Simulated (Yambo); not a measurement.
Yambo run on BeS (zinc blende, space group F-43m, No. 216). The wavefunctions come from this Quantum ESPRESSO step (LDA, PseudoDojo standard norm-conserving files, scalar-relativistic):

```
&CONTROL
  calculation = 'nscf'
  pseudo_dir = './pseudo'
  outdir = './out'
/
&SYSTEM
  ibrav = 0
  nat = 2
  ntyp = 2
  ecutwfc = 88.0
  ecutrho = 352.0
  occupations = 'fixed'
  force_symmorphic = .true.
  nbnd = 65
/
&ELECTRONS
  conv_thr = 2e-09
  diago_full_acc = .true.
  diago_thr_init = 1e-08
/
ATOMIC_SPECIES
Be 9.0122 Be.upf
S 32.0600 S.upf
CELL_PARAMETERS angstrom
  0.000000000000   2.398001356000   2.398001356000
  2.398001356000   0.000000000000   2.398001356000
  2.398001356000   2.398001356000   0.000000000000
ATOMIC_POSITIONS crystal
Be   0.000000000000   0.000000000000   0.000000000000
S   0.250000000000   0.250000000000   0.250000000000
K_POINTS automatic
6 6 6 0 0 0
```

Yambo input:

```
rim_cut
gw0
dyson
el_el_corr
HF_and_locXC
ppa
em1d
RandQpts= 1000000
RandGvec= 1 Ry
EXXRLvcs= 88 Ry
VXCRLvcs= 352 Ry
Chimod= "HARTREE"
% BndsRnXp
 2 | 62 |
%
NGsBlkXp= 10 Ry
% LongDrXp
 1.0 | 1.0 | 1.0 |
%
PPAPntXp= 27.2114 eV
% GbndRnge
 1 | 62 |
%
GTermKind= "BG"
DysSolver= "n"
ExtendOut
% QPkrange
 1 | 1 | 5 | 6 |
 4 | 4 | 5 | 6 |
 13 | 13 | 5 | 6 |
%
```

k points by index: 1 = Γ, 4 = L, 13 = X.

Table of the .qp output:

```
#    K-point    Band    Eo [eV]    E [eV]    E-Eo [eV]    Vxc [eV]    Vnlxc [eV]    Sc|Eo [eV]    Sc|E [eV]    dSc/dw|Eo [eV]    Re(Z)    Im(Z)
#
    1    5    0.000000    -1.166987    -1.166987    -13.69400    -16.60204    1.444103    1.741047    -6.923544    0.797169    -0.001212
    1    6    5.511716    6.423420    0.911704    -11.42409    -6.030354    -4.274392    -4.482032    -6.196759    0.814512    -0.970251E-3
    4    5    -1.091862    -2.254527    -1.162665    -13.30847    -16.55738    1.784681    2.086244    -7.057331    0.794057    -0.001223
    4    6    5.466357    6.178682    0.712324    -11.45433    -6.260244    -4.319394    -4.481759    -6.202293    0.814379    -0.239492E-3
    13    5    -2.788324    -3.996240    -1.207916    -12.66358    -16.47166    2.271395    2.600156    -7.399996    0.786125    -0.007530
    13    6    2.831053    3.384201    0.553148    -9.795140    -5.355339    -3.770936    -3.886653    -5.691569    0.827018    -0.001112
```
(The two width columns are left out.) Convergence of these settings isn't established.

Geometry relaxed with LDA.
